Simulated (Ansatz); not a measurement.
This cell of Nb3Sn (A15, Cr3Si type) is off equilibrium:

```
Nb3Sn
1.0
    5.10864     0.00000     0.00000
    0.00000     5.10864     0.00000
    0.00000     0.00000     5.10864
Nb Sn
6 2
Cartesian
  1.27716   0.00000   2.55432
  3.83148   0.00000   2.55432
  0.00000   2.55432   1.27716
  0.00000   2.55432   3.83148
  2.55432   1.27716   0.00000
  2.55432   3.83148   0.00000
  0.00000   0.00000   0.00000
  2.55432   2.55432   2.55432
```

All values below come from r2SCAN (plane waves to 500 eV, PAW, scalar-relativistic; Ansatz, a first-principles code). k mesh 9×9×9 (Γ-centred), Fermi-Dirac smearing 0.05 eV. The energy includes the smearing's −TS. Stress and pressure are positive under compression. Nb3Sn is run without spin polarisation. Nb3Sn was relaxed with its symmetry unable to fall.

### Question
What is the stress tensor (GPa)?

### Answer
```
   24.0      0.0      0.0
    0.0     24.0      0.0
    0.0      0.0     24.0
```
The pressure, a third of the trace, is 24.0 GPa.

### Question
It is the relaxed cell scaled evenly to V/V₀ = 0.893, atoms relaxed where free. What is its energy relative to the relaxed cell?

### Answer
136 meV/atom.

(A scan under strain: stresses follow from slopes of the energy per volume, elastic moduli from its curvatures.)
